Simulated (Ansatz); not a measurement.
Data:

MgInGaO4:
```
CELL_PARAMETERS angstrom
      1.67200     0.96533     8.43274
     -1.67200     0.96533     8.43274
      0.00000    -1.93066     8.43274
ATOMIC_POSITIONS crystal
  In 0.99797 0.99797 0.99797
  Ga 0.21237 0.21237 0.21237
  Mg 0.78447 0.78447 0.78447
  O  0.13509 0.13509 0.13509
  O  0.87603 0.87603 0.87603
  O  0.28858 0.28858 0.28858
  O  0.70548 0.70548 0.70548
```

This is the PBEsol-relaxed structure. x, y and z are the axes in which the lattice vectors are written.

**Question.** All from PBEsol in the plane-wave PAW code Ansatz, unless another level is named. Estimate the highest zone-centre frequency (without LO–TO term).

**Answer.** 645 cm⁻¹.

**Question.** Predict the Young's modulus.

**Answer.** 162 GPa.

**Question.** And the elastic constants (relaxed ions, GPa)?

**Answer.** C11 = 242, C12 = 133, C13 = 111, C14 = -10.2, C33 = 238, C44 = 67.2.

Space group R3m. The cell is a constructed one: a structure type filled with these elements; neither database checked (COD, Materials Project) lists it. Whether it is the stable phase at ambient conditions was not checked. Symmetry was held in the PBEsol relaxation; whether a distortion lowers the energy is not shown.

Potentials: the earlier of the program's two PAW sets. The files were generated under PBE; for other functionals the program regenerates the frozen cores, and for LDA and PBEsol the local potential too.
